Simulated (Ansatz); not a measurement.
## Elastic constants of TiGe at 0.4 GPa (stress–strain coefficients): input and output

Theory: DFT PBE0, scalar-relativistic, plane waves, PAW in Ansatz.

Launched with:
```bash
ansatz run input.yaml --threads 4 --pin off --max-ram 12288MiB --backend cpu --events-out ev --progress --plain --runs-dir out
```

Input (bare energies are in eV):
```yaml
crystal:
  lattice:
    - [0.0, 2.5737, 2.5737]
    - [2.5737, 0.0, 2.5737]
    - [2.5737, 2.5737, 0.0]
  atoms:
    - { symbol: Ti, position: [0.0, 0.0, 0.0] }
    - { symbol: Ge, position: [0.5, 0.5, 0.5] }
basis:
  ecutwfc: 420
kpoints:
  mp_grid: { grid: [10, 10, 10] }
hamiltonian:
  xc: pbe0
scf:
  occupations: { method: fermi_dirac, width: 0.15 }
output:
  forces: true
  stress: true
  eigenvalues: true
elastic:
  mode: relaxed_ion
  amplitude: 0.005
```

From the output:
```
--- Elastic constants: 2 strain directions × 4 members + reference (group order 48) ---
  dense FFT box of the reference and of every strained cell: 25×25×25
  strains applied: 11, 23; error gains: componentwise 1.00 (the most a stress slope's error grows in a printed constant), spectral 1.73 (1 for all six strains in a standard setting)
  C = ∂σ_k/∂η_j (tension-positive GPa; Voigt order 11 22 33 23 13 12):
       248.725     60.754     60.754      0.000      0.000     -0.000
        60.754    248.725     60.754      0.000      0.000     -0.000
        60.754     60.754    248.725     -0.000     -0.000      0.000
         0.000     -0.000     -0.000     17.576     -0.000     -0.000
        -0.000      0.000     -0.000      0.000     17.576      0.000
        -0.000      0.000      0.000     -0.000     -0.000     17.576
  reference stress σ⁰ (GPa):     -0.362     -0.362     -0.362     -0.000      0.000      0.000
  C* (energy form; C + prestress term) asymmetry max|C*_kj − C*_jk| = 4.263e-14 GPa — a small one proves nothing (zero by symmetry where the batch's group is 432, −43m or m−3m); a large one is finite-difference/SCF noise where every solve ...
  moduli (Voigt/Reuss/Hill, GPa): K = 123.41/123.41/123.41   G = 48.14/26.05/37.09   E = 101.15   ν = 0.363
  mechanically stable: yes (min eigenvalue of sym C = 17.58 GPa)
  strain η (Voigt 11):  stress-route row diagonal C_11 = 248.73 GPa, energy-path curvature d²(F+E_count+ΔE)/dδ²/Ω₀ = 249.60 GPa
    cells at ±δ against ±2δ: C11 248.88 and 249.33 GPa, apart by 0.18 % of the column's largest entry
         δ    σ_11 (GPa) F (eV) n_scf n_hpsi n_pw
    -1.000e-2      -3.0163       -6796.1295895      36  176462    671   relax 0 steps, max|allowed force component| 5.92e-31 eV/Å
    -5.000e-3      -1.6465       -6796.1320646      36  175769    678   relax 0 steps, max|allowed force component| 3.94e-31 eV/Å
     5.000e-3       0.8423       -6796.1328603      36  176275    684   relax 0 steps, max|allowed force component| 1.97e-31 eV/Å
     1.000e-2       1.9703       -6796.1313578      35  172606    692   relax 0 steps, max|allowed force component| 1.08e-30 eV/Å
  strain η (Voigt 23):  stress-route row diagonal C_44 = 17.58 GPa, energy-path curvature d²(F+E_count+ΔE)/dδ²/Ω₀ = 18.63 GPa
    cells at ±δ against ±2δ: C44 17.71 and 18.12 GPa, apart by 2.30 % of the column's largest entry
         δ    σ_23 (GPa) F (eV) n_scf n_hpsi n_pw
    -1.000e-2      -0.1812       -6796.1329315      36  295365    678   relax 0 steps, max|allowed force component| 7.89e-31 eV/Å
    -5.000e-3      -0.0886       -6796.1330765      36  295585    678   relax 0 steps, max|allowed force component| 8.68e-30 eV/Å
     5.000e-3       0.0886       -6796.1330765      36  295539    678   relax 0 steps, max|allowed force component| 7.10e-30 eV/Å
     1.000e-2       0.1812       -6796.1329315      36  295491    678   relax 0 steps, max|allowed force component| 3.16e-30 eV/Å
```

Time: 7.6 min on 4 threads of Intel(R) Xeon(R) 6975P-C (Granite Rapids), with other jobs on the host, peak memory 5.4 GiB.

The cell is the ideal cubic rocksalt prototype; whether it is the stable structure of this composition wasn't checked. In a metal, frequencies and elastic constants depend on the k mesh and the smearing, soft modes and shear constants most. The constants from two strain amplitudes disagree, so they are only loosely converged.

The least eigenvalue is 17.6 GPa; in a metal on this mesh the verdict on stability isn't firm within about 20 GPa or a tenth of the bulk modulus.